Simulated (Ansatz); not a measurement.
Ansatz input

```yaml
crystal:
  lattice:
    - [0.0, 2.5936598324, 2.5936598324]
    - [2.5936598324, 0.0, 2.5936598324]
    - [2.5936598324, 2.5936598324, 0.0]
  atoms:
    - { symbol: Ru, position: [0.125, 0.125, 0.125], spin: 1.0 }
    - { symbol: Ru, position: [0.875, 0.875, 0.875], spin: 1.0 }
hamiltonian:
  xc: r2scan
  pseudopotentials:
    kind: paw
    azcp:
      Ru: "pseudopotentials/Ru.paw.azcp"
basis:
  ecutwfc: 500
  fft_grid_basis: typed
kpoints:
  mp_grid: { grid: [16, 16, 16], shift: [0, 0, 0] }
magnetization:
  spin_polarized: true
scf:
  occupations: { method: fermi_dirac, width: 0.05 }
output:
  stress: true
```

and its output:

```
Engine: ansatz 0.2.0, aarch64-unknown-linux-gnu
Pseudopotentials: kind: paw
Pseudopotential: Ru, paw, valence charge 16, recommended cutoff 500 eV (meta_gga) 
Functional definition: r2SCAN
  parameter k0 = 0.174
  parameter k1 = 0.065
  parameter a1 = 4.9479
  exchange = r2scan_x(k0 = k0, k1 = k1, a1 = a1)
  correlation = r2scan_c
Crystal: 2 atoms, lattice volume = 34.895 Å³
Basis set: ecut = 500 eV, 893 PW (Γ), exchange–correlation on 108×108×108 points (64 copies of the dense FFT grid, shifted against one another)
Bands: 21, of which v1, the nominal top of the filled ones, is band 16 counted from 1 (15 counted from 0)
Symmetry: 48 space group operations
Space group: Fd-3m (ITA 227), of the structure as read, at distance tolerance 3.3e-5 Å
Magnetic group: BNS 227.128 (UNI 1630), of the structure as read, at distance tolerance 3.3e-5 Å
k-points: 145 of 4096
Non-local potential: Ru, projectors of the file, l = 0: 3, l = 1: 2, l = 2: 2, l = 3: 1
PAW form: soft (Blöchl's): semilocal exchange-correlation on the pseudo side does not see the compensation charge
PAW frozen core: Ru, regenerated for the run's functional (the file was generated under x = pbe(κ = 0.804, μ = 0.2195149727645171), c = pbe(β = 0.06672455060314922))
PAW one-centre angular grid: Ru, 590 points (default); XC on 160 Gauss nodes
Initial density: superposition of atomic densities (chi_scale 0.1, normalization cell)
Starting moments: Σ|m| = 2 μB on 2 of 2 sites
Initial wavefunctions: pseudopotential atomic-orbital guess
Functional: x = r2scan, c = r2scan; τ floored in thin density (d = 2e-4 eV/Å³)
SCF iter   1: F=—  HF=-11778.730563 eV  |F-HF|=—  |Δ(HF+E_count)|=         —  Δρ=5.24e-2 (↑5.24e-2 ↓3.37e-2)  dr2=1.49e0  dr2_τ=2.63e-2  dr2_m=1.59e-1  M=1.005 μB ∫|m|=1.011 μB  β_m=0.60  ethr=3.10e-3  ⟨swp⟩=5.8  Hψ=26551  notcnv=0
Mixer restart at iter 1: flushing history
spin=Collinear: Kerker preconditioning applied to the charge; magnetization (m = ρ↑ − ρ↓) channel mixes plain (no charge-response kernel on spin).
SCF iter   2: F=—  HF=-11778.256181 eV  |F-HF|=—  |Δ(HF+E_count)|=   4.74e-1  Δρ=3.29e-2 (↑3.29e-2 ↓2.31e-2)  dr2=5.75e-1  dr2_τ=1.09e-2  dr2_m=5.34e-2  M=0.806 μB ∫|m|=0.821 μB  β_m=1.00  ethr=3.10e-3  ⟨swp⟩=2.0  Hψ=9675  notcnv=0  defer=73  κ⁻¹=1.0e0(r=1)
SCF iter   3: F=—  HF=-11778.403002 eV  |F-HF|=—  |Δ(HF+E_count)|=   1.47e-1  Δρ=1.06e-2 (↑1.06e-2 ↓9.33e-3)  dr2=5.61e-2  dr2_τ=2.10e-3  dr2_m=2.49e-3  M=0.468 μB ∫|m|=0.516 μB  β_m=1.00  ethr=1.80e-3  ⟨swp⟩=2.6  Hψ=10575  notcnv=0  defer=73  κ⁻¹=5.4e-2(r=2)
...
SCF iter  13: F=—  HF=-11778.686618 eV  |F-HF|=—  |Δ(HF+E_count)|=   3.06e-8  Δρ=5.54e-6 (↑5.42e-6 ↓5.54e-6)  dr2=9.56e-9  dr2_τ=8.97e-10  dr2_m=5.59e-10  M=-0.000 μB ∫|m|=0.000 μB  β_m=0.71  ethr=5.66e-11  ⟨swp⟩=2.0  Hψ=10682  notcnv=0  defer=71  κ⁻¹=1.1e-7(r=8)
SCF iter  14: F=—  HF=-11778.686618 eV  |F-HF|=—  |Δ(HF+E_count)|=   3.07e-8  Δρ=1.48e-6 (↑1.46e-6 ↓1.48e-6)  dr2=7.47e-10  dr2_τ=4.22e-11  dr2_m=1.35e-10  M=-0.000 μB ∫|m|=0.000 μB  β_m=1.00  ethr=2.99e-11  ⟨swp⟩=2.0  Hψ=10814  notcnv=0  defer=71  κ⁻¹=8.6e-8(r=8)
SCF iter  15: F=-11778.686618 eV  HF=-11778.686618 eV  |F-HF|=2.47e-9  |Δ(HF+E_count)|=   3.81e-9  Δρ=9.18e-7 (↑7.49e-7 ↓9.18e-7)  dr2=3.04e-10  dr2_τ=1.04e-11  dr2_m=1.74e-11  M=-0.000 μB ∫|m|=0.000 μB  ethr=2.34e-12  ⟨swp⟩=1.0  Hψ=18039  notcnv=0
SCF 1 converged in 15 iterations: F = -11778.686618 eV  dr2 = 3.04e-10
WARN: the starting moments were not kept: the SCF closed with an absolute magnetisation of 4.7e-6 μB, where they sum to 2 μB in size (2 sites). That is at most 0.1 of that sum. Measured as dr2_m measures the in/out step, that magnetisation stands 7.7e-12 eV from none, at or under the dr2_threshold of 1.0e-7 eV: it is no larger than a step whose dr2_m would equal this threshold. The system may hold no moment; this SCF shows only that its start led to no more than that. To try another start: raise the starting moments (crystal.atoms[].spin, magnetization.per_species, magnetization.initial_magnetization, or on a non-collinear deck that types none of these the spinor_matrix: blocks that start its atoms; where the total moment is fixed, keep their sum and leave initial_magnetization as it is; typed ones take the place of any that the run laid by itself, positive ones on a crystal's lanthanoids without a Hubbard term where scf.initial_density.shell_occupations: [] is typed) or, if the notice of its spin-set hold's release reads "site moments contracting" or "site moments show no strong build", lengthen the hold (scf.mixing.spin_hold: { on: { confirm: 4 } }; for m-r²SCAN on two components see the key's manual first). Each may lead to a state that holds a moment. A second SCF, from the converged charge density, with the starting moments and any scf.initial_density.shell_occupations laid on it anew, would have followed, and was not run: the deck does not ask for one (magnetization.retry_lost_moments is false, the default). To let it run, set magnetization.retry_lost_moments: true and run the deck again, where that key's refused combinations let it; where memory then withholds it, that run's warning says so.
this state was not tested for a lower state beside it, because the mixer in use, unlike msr1, does not test its closes by its own steps (another_mixer; see scf.mixing.algorithm and scf.lower_state_search)
SCF converged after 15 iterations
Magnetization: -0.0000 μB (16.0000 up, 16.0000 down)
Absolute magnetization: 0.0000 μB (∫|ρ↑−ρ↓|, with the PAW one-centre terms)
Spin contamination: 0.0000 ħ² per cell (⟨S²⟩ above its minimum at these occupations)
Per-site moments (μB) at R_I (Å): [(-1.940514142614351e-6, 0.926547312748897), (-1.9405141425401154e-6, 0.926547312748897)]
Free energy (F): -11778.686618 eV
Harris-Foulkes:  -11778.686618 eV  (|F-HF|=2.47e-9)
Internal energy: -11778.674010 eV  (E = F + TS)
E sigma→0 (E₀):  -11778.680314 eV
Entropy (-TS):   -0.012608 eV (-6.304 meV/atom)
Fermi energy:    17.304686 eV
--- Per-component energies (eV) ---
  E_band       = -331.925079
  E_kinetic    = 1040.296978
  E_local      = -3599.578811  (includes V_loc(G=0)·N_el)
  E_nonlocal   = 692.807926
  E_hartree    = 1247.142240
  E_xc         = -369.071546
  E_vxc        = -534.548439  (∫ρ·V_xc dr)
  E_paw        = -6961.582804  (= ΣΔE_a)
  E_vpaw       = -462.829054  (= ΣTr[D̂ρ^β])
  E_aug_tail   = 0.000184  (compensation charges beyond the density's cutoff)
  E_vtau       = 37.642963  (kinetic-family band-sum trace: ∫τ·v_τ [+ j·A + Jᵃ·Aᵃ] dr)
  E_ewald      = -3828.066266
  E_core_change = -0.621911  (= ΣΔE_core)
  E_smearing   = -0.012608  (= −TS)
  E_closure    = -0.000000  (closes the sum)
  Σ components = -11778.686618   (vs F -11778.686618, Δ=0.00e0)
--- Stress (GPa, compression-positive) ---
       30.750351      -0.000000       0.000000
       -0.000000      30.750351       0.000000
       -0.000000       0.000000      30.750351
  P = ⅓ Tr σ = 30.7504 GPa (307.504 kbar)
```
